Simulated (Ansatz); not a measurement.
Input, command and steps of an Ansatz relaxation.

```yaml
crystal:
  lattice:
    - [4.5261420797, 0.0, 0.0]
    - [0.0, 4.5261420797, 0.0]
    - [0.0, 0.0, 4.5261420797]
  atoms:
    - { symbol: Mg, position: [0.134, 0.134, 0.134] }
    - { symbol: Mg, position: [0.366, 0.866, 0.634] }
    - { symbol: Mg, position: [0.634, 0.366, 0.866] }
    - { symbol: Mg, position: [0.866, 0.634, 0.366] }
    - { symbol: B, position: [0.8445, 0.8445, 0.8445] }
    - { symbol: B, position: [0.6555, 0.1555, 0.3445] }
    - { symbol: B, position: [0.3445, 0.6555, 0.1555] }
    - { symbol: B, position: [0.1555, 0.3445, 0.6555] }
basis:
  ecutwfc: 420
kpoints:
  mp_grid: { grid: [4, 4, 4] }
hamiltonian:
  xc: pbe
scf:
  occupations: { method: gaussian, width: 0.1 }
  lower_state_search: "off"
output:
  forces: true
  stress: true
  eigenvalues: true
relax:
  adjacent_minimum: "off"
  f_tol: 0.04
  max_steps: 70
  cell: { stress_tol: 0.4 }
```

```bash
ansatz run input.yaml --threads 1 --pin off --max-ram 2560MiB --backend cpu --events-out ev --progress --plain --runs-dir out
```

These are results of Ansatz 0.2.0, DFT PBE, scalar-relativistic, plane waves, PAW, not measurements.

Of 5 frames 5 are shown, positions in Å and forces in eV/Å; the SCF threshold varies from step to step. Steps run on the plane waves of an earlier cell, with a Pulay correction in the pressure. The basis is chosen afresh for the last frame, the zero of the energies, and at times for earlier ones too; energy and pressure step there, also at an unchanged geometry.

```xyz
8
Lattice="4.5261 0.0000 0.0000 0.0000 4.5261 0.0000 0.0000 0.0000 4.5261" Properties=species:S:1:pos:R:3:forces:R:3 pbc="T T T" step=1 free_energy_over_end_meV_per_atom=111.65 pressure_GPa=14.59
Mg    0.6065    0.6065    0.6065    0.6764    0.6764    0.6764
Mg    1.6566    3.9196    2.8696   -0.6764   -0.6764    0.6764
Mg    2.8696    1.6566    3.9196    0.6764   -0.6764   -0.6764
Mg    3.9196    2.8696    1.6566   -0.6764    0.6764   -0.6764
B     3.8223    3.8223    3.8223    0.0680    0.0680    0.0680
B     2.9669    0.7038    1.5593   -0.0680   -0.0680    0.0680
B     1.5593    2.9669    0.7038    0.0680   -0.0680   -0.0680
B     0.7038    1.5593    2.9669   -0.0680    0.0680   -0.0680
8
Lattice="4.6578 0.0000 0.0000 0.0000 4.6578 0.0000 0.0000 0.0000 4.6578" Properties=species:S:1:pos:R:3:forces:R:3 pbc="T T T" step=2 free_energy_over_end_meV_per_atom=26.28 pressure_GPa=3.95
Mg    0.6616    0.6616    0.6616    0.3506    0.3506    0.3506
Mg    1.6673    3.9962    2.9905   -0.3506   -0.3506    0.3506
Mg    2.9905    1.6673    3.9962    0.3506   -0.3506   -0.3506
Mg    3.9962    2.9905    1.6673   -0.3506    0.3506   -0.3506
B     3.9421    3.9421    3.9421    0.0140    0.0140    0.0140
B     3.0447    0.7158    1.6132   -0.0140   -0.0140    0.0140
B     1.6132    3.0447    0.7158    0.0140   -0.0140   -0.0140
B     0.7158    1.6132    3.0447   -0.0140    0.0140   -0.0140
8
Lattice="4.6996 0.0000 0.0000 0.0000 4.6996 0.0000 0.0000 0.0000 4.6996" Properties=species:S:1:pos:R:3:forces:R:3 pbc="T T T" step=3 free_energy_over_end_meV_per_atom=3.91 pressure_GPa=0.99
Mg    0.7227    0.7227    0.7227    0.1042    0.1042    0.1042
Mg    1.6271    3.9769    3.0725   -0.1042   -0.1042    0.1042
Mg    3.0725    1.6271    3.9769    0.1042   -0.1042   -0.1042
Mg    3.9769    3.0725    1.6271   -0.1042    0.1042   -0.1042
B     3.9673    3.9673    3.9673    0.0635    0.0635    0.0635
B     3.0821    0.7323    1.6175   -0.0635   -0.0635    0.0635
B     1.6175    3.0821    0.7323    0.0635   -0.0635   -0.0635
B     0.7323    1.6175    3.0821   -0.0635    0.0635   -0.0635
8
Lattice="4.7201 0.0000 0.0000 0.0000 4.7201 0.0000 0.0000 0.0000 4.7201" Properties=species:S:1:pos:R:3:forces:R:3 pbc="T T T" step=4 free_energy_over_end_meV_per_atom=1.26 pressure_GPa=-0.19
Mg    0.7500    0.7500    0.7500    0.0015    0.0015    0.0015
Mg    1.6100    3.9701    3.1100   -0.0015   -0.0015    0.0015
Mg    3.1100    1.6100    3.9701    0.0015   -0.0015   -0.0015
Mg    3.9701    3.1100    1.6100   -0.0015    0.0015   -0.0015
B     3.9954    3.9954    3.9954   -0.0095   -0.0095   -0.0095
B     3.0847    0.7247    1.6354    0.0095    0.0095   -0.0095
B     1.6354    3.0847    0.7247   -0.0095    0.0095    0.0095
B     0.7247    1.6354    3.0847    0.0095   -0.0095    0.0095
8
Lattice="4.7201 0.0000 0.0000 0.0000 4.7201 0.0000 0.0000 0.0000 4.7201" Properties=species:S:1:pos:R:3:forces:R:3 pbc="T T T" step=5 free_energy_over_end_meV_per_atom=0.00 pressure_GPa=-0.10
Mg    0.7500    0.7500    0.7500    0.0015    0.0015    0.0015
Mg    1.6100    3.9701    3.1100   -0.0015   -0.0015    0.0015
Mg    3.1100    1.6100    3.9701    0.0015   -0.0015   -0.0015
Mg    3.9701    3.1100    1.6100   -0.0015    0.0015   -0.0015
B     3.9954    3.9954    3.9954   -0.0094   -0.0094   -0.0094
B     3.0847    0.7247    1.6354    0.0094    0.0094   -0.0094
B     1.6354    3.0847    0.7247   -0.0094    0.0094    0.0094
B     0.7247    1.6354    3.0847    0.0094   -0.0094    0.0094
```

The start puts this composition into another compound's structure type, which needn't suit it. At the end the space group is P2_13 (tolerance 0.05 Å).

It took 13 s on 1 thread of Arm Neoverse V2, with other jobs on the host, peak memory 0.31 GiB.

The k mesh is coarse.